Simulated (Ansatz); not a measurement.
C:
```cif
data_C16
_chemical_formula_sum 'C16'
_space_group_name_H-M_alt 'Pnma'
_space_group_IT_number 62
_space_group_name_Hall '-P 2ac 2n'
_cell_length_a 9.05310
_cell_length_b 2.51596
_cell_length_c 4.14079
_cell_angle_alpha 90.000
_cell_angle_beta 90.000
_cell_angle_gamma 90.000
loop_
_atom_site_label
_atom_site_type_symbol
_atom_site_symmetry_multiplicity
_atom_site_Wyckoff_symbol
_atom_site_fract_x
_atom_site_fract_y
_atom_site_fract_z
_atom_site_occupancy
C1 C 4 c 0.18952 0.75000 0.30014 1
C2 C 4 c 0.02061 0.75000 0.40840 1
C3 C 4 c 0.19498 0.25000 0.07460 1
C4 C 4 c 0.03657 0.25000 0.93137 1
```

Relaxed with r²SCAN. 

**Question.** HSE06 on this cell (Ansatz, a first-principles code, PAW) gives a gap of 5.56 eV. What does r²SCAN give?

**Answer.** 4.53 eV.

Cost on shared cores: the r²SCAN run (SCF on a 3×11×7 mesh, then bands and DOS) about 3 core-minutes (a rough figure), the HSE06 run (SCF on 2×6×4, then a few points) around 4 core-minutes (rough); the tasks are unlike.

The start of the workflow was typed in or built on a structure type; neither database checked (COD, Materials Project) lists it. It is not the phase usual at ambient conditions (space group No. 194, 227). The cell was relaxed with r²SCAN under the symmetry of its start; whether a distortion lowers the energy is not shown.

Potentials: the earlier of the program's two PAW sets.

Ansatz is a plane-wave DFT program.
